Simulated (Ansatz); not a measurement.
**Fields on a plane of PdSb2 (space group Pa-3)**

```
CELL_PARAMETERS angstrom
      6.41610     0.00000     0.00000
      0.00000     6.41610     0.00000
      0.00000     0.00000     6.41610
ATOMIC_POSITIONS crystal
  Sb 0.37287 0.37287 0.37287
  Sb 0.62713 0.62713 0.62713
  Sb 0.12713 0.62713 0.87287
  Sb 0.87287 0.37287 0.12713
  Sb 0.87287 0.12713 0.62713
  Sb 0.12713 0.87287 0.37287
  Sb 0.62713 0.87287 0.12713
  Sb 0.37287 0.12713 0.87287
  Pd 0.00000 0.00000 0.00000
  Pd 0.50000 0.00000 0.50000
  Pd 0.50000 0.50000 0.00000
  Pd 0.00000 0.50000 0.50000
```

The slice is a {110} plane (indices of the conventional cell) through the point (0.373, 0.373, 0.373) (fractional), spanned by u = [100] and v = [011] in vectors of this cell: u (6.42 Å) and v (9.07 Å, at 90° to u). It covers one period; positions are fractions (u, v).

Atoms on it: Sb at (0.00, 0.00); Sb at (0.25, 0.25); Pd at (0.63, 0.63); Pd at (0.63, 0.13).

Method: LDA (plane waves to 420 eV, PAW, scalar-relativistic; Ansatz, an electronic-structure program). k mesh 6×6×6. Inside the PAW spheres the values are not all-electron values, and peaks at nuclei hang on which shells count as valence. PdSb2 is run without spin polarisation. PdSb2 was relaxed with its symmetry unable to fall. Spin-orbit coupling is left out, though Sb is heavy.

```
|8877442211000011222222111111224477|
|5544331100001122222222110000113344|
|2222111100001122222222110000001122|
|1111000000001122222222110000000000|
|0000000000000011222222111100000000|
|0011110000001111222233332211000000|
|1122222211111111224466664433111111|
|2222222222222222336688887744222222|
|3333333333222222447799998855222222|
|2222222222222222336688887744222222|
|1111111111111111224455554433221111|
|0000000000000000112222332222111100|
|0000000000000000001111222222111100|
|0000001111110000000011222222221100|
|0000112233222211000011222222221100|
|0011224455553322110011222222221100|
|0022336688885533221111222222111100|
|0022447799996633222233333322110000|
|1122336688775533334466664433110000|
|1122334444443333336688887744221111|
|3333333333222222447799998855222222|
|5544332211111111336688887744333344|
|8877442211000011224455664433334477|
|9988552211000011222233332222335588|
```
Scale: ten equal steps from -1.22 (start of '0') to 1.36 (end of '9'), in the order '0123456789'. Values: log₁₀ of the valence density in e/Å³. The map has 17 points along u (two characters each, u = 0 at the left) and 24 along v (v = 0 in the bottom row). The scale is logarithmic, as a density can span decades between atoms and voids.

```
v \ u  0.00  0.12  0.24  0.35  0.47  0.59  0.71  0.82  0.94
-----  ----  ----  ----  ----  ----  ----  ----  ----  ----
0.88   0.40  0.41  0.11  0.32  0.40  0.42  0.16  0.20  0.42
0.75   0.17  0.21  0.18  0.19  0.34  0.25  0.24  0.21  0.16
0.62   0.41  0.71  0.44  0.44  0.28     x  0.52  0.28  0.41
0.50   0.16  0.19  0.16  0.15  0.22  0.24  0.28  0.32  0.15
0.38   0.10  0.39  0.39  0.42  0.12  0.28  0.40  0.42  0.17
0.25   0.16  0.34     x  0.17  0.46  0.23  0.26  0.30  0.08
0.12   0.40  0.71  0.45  0.44  0.28     x  0.52  0.28  0.40
0.00      x  0.29  0.24  0.12  0.35  0.24  0.24  0.45     x
```

Values: electron localisation function (ELF). Points within 0.5 Å of a nucleus are blanked (x), as the pseudised field means little there.
